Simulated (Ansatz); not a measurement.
A geometry of La away from equilibrium: step 2 of the relaxation of a relaxed La cell displaced along its unstable phonon at q = (½, ½, 0) of its primitive reciprocal cell (42i cm⁻¹), largest move 0.15 Å. These are PBEsol (plane waves to 420 eV, PAW, scalar-relativistic; Ansatz, an electronic-structure program) values and carry that method's errors. Γ-centred k-mesh 10×10×10 on the run's cell (coarser than for final values), Fermi–Dirac smearing 0.05 eV.

```xyz
2
Lattice="6.4053 0.0000 0.0000 3.2027 3.2027 0.0000 0.0000 0.0000 3.2165" Properties=species:S:1:pos:R:3:forces:R:3 pbc="T T T" free_energy=-12322.086 pressure_GPa=0.5
La     0.0000     0.0000     0.2720    0.0000    0.0000    0.3293
La     3.2027     0.0000    -0.2720    0.0000    0.0000   -0.3293
```

Positions in Å, forces in eV/Å, free energy of the cell in eV (comparable only within this code, potentials and settings). Largest force: 0.33 eV/Å, on La1, La2 (atoms numbered as listed); the geometry lies 0.35 eV/atom above the end of its relaxation.

No spin polarisation in the result.

The run could not lose the symmetry of its start, so the end can be a saddle point.

The end of the path is a generated cell of La: the first start was made by placing the elements on the sites of a structure type, and the end was not matched to a known phase here, so it may be hypothetical. Known forms of La include space group No. 194.
